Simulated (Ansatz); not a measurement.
LiHS:
```cif
data_H2Li2S2
_chemical_formula_sum 'Li2 S2 H2'
_space_group_name_H-M_alt 'P 1'
_space_group_IT_number 1
_cell_length_a 3.78707
_cell_length_b 3.78707
_cell_length_c 5.97654
_cell_angle_alpha 90.000
_cell_angle_beta 90.000
_cell_angle_gamma 89.049
loop_
_space_group_symop_operation_xyz
  'x, y, z'
loop_
_atom_site_label
_atom_site_type_symbol
_atom_site_fract_x
_atom_site_fract_y
_atom_site_fract_z
_atom_site_occupancy
Li1 Li 0.49457 0.50543 0.50000 1
Li2 Li 0.49457 0.50543 0.00000 1
S1 S 0.52582 0.00354 0.75000 1
S2 S 0.99646 0.47418 0.25000 1
H1 H 0.00845 0.11387 0.25000 1
H2 H 0.88613 0.99155 0.75000 1
```

Relaxed with LDA.

Task: Give the optical modes at the zone centre with their infrared and Raman activity from DFPT, DFT-LDA in the program Ansatz with PAW potentials.

Result: Transverse frequencies, without the LO–TO term; a row sums one degenerate level.

```
ω (cm⁻¹)  degeneracy  IR ((D/Å)²/amu)  Raman (Å⁴/amu)  activity
--------  ----------  ---------------  --------------  --------
82                 1             0.63            0.16  IR+Raman
127                1             0.00            0.10     Raman
128                1             0.21             1.3  IR+Raman
128                1             0.19               0        IR
182                1             0.00            0.20     Raman
304                1             0.40            0.12  IR+Raman
314                1             0.51             1.6  IR+Raman
325                1             1.28             6.7  IR+Raman
327                1             0.00             7.1     Raman
358                1             6.61             1.6  IR+Raman
360                1             6.58            0.38  IR+Raman
371                1             6.42           0.076  IR+Raman
472                1             0.11             5.8  IR+Raman
2487               1             2.77            5400  IR+Raman
2487               1             2.92            3500  IR+Raman
```

Task: How high does the top mode go among those that the LO–TO term moves?

Result: 439 cm⁻¹ for q along x, 2491 cm⁻¹ for q along y, 2491 cm⁻¹ for q along z.

Space group Ama2. The workflow started from an entry of the Crystallography Open Database (COD), which files this formula under 3 space groups. Its standing as an ambient phase is unchecked. The LDA relaxation kept the symmetry of its start. At this level the phase is dynamically unstable (imaginary phonons).

Potentials: the later of the program's two PAW sets.
